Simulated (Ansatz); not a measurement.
Space group Pnma (No. 62). a = 5.098 Å, b = 3.350 Å, c = 5.574 Å, α = 90.00°, β = 90.00°, γ = 90.00°
| atom | site | symmetry | x | y | z |
| --- | --- | --- | --- | --- | --- |
| Si | 4c | .m. | 0.3214 | 0.7500 | 0.0836 |
| Ni | 4c | .m. | 0.0078 | 0.2500 | 0.1891 |

Equation of state of this SiNi structure (not necessarily the ground state), with shape and atoms relaxed at each volume where symmetry leaves them free. It has no gap at any of these volumes. Level of theory: DFT r2SCAN, scalar-relativistic, plane waves, PAW in Ansatz 0.2.0.

Settings: cutoff 500 eV, Γ-centred mesh 8×10×6 on the computed 8-atom cell, Gaussian smearing of 0.10 eV; no spin polarisation.

| V (Å³/atom) | E − E(largest V) (meV/atom) | P (GPa) |
| --- | --- | --- |
| 11.185 | 5.28 | 12.76 |
| 11.542 | -15.30 | 5.86 |
| 11.899 | -21.64 | -0.01 |
| 12.256 | -15.92 | -4.98 |
| 12.613 | 0.00 | -9.16 |

**Question.** Fit a third-order Birch–Murnaghan equation to E(V).

**Answer.** V0 = 11.90 Å³/atom, B0 = 180 GPa, B0' = 4.5.

Cost: 5 runs of about 62 core-minutes in all, on Intel Xeon Processor @ 2.50GHz (Skylake/Cascade Lake) (shared hosts).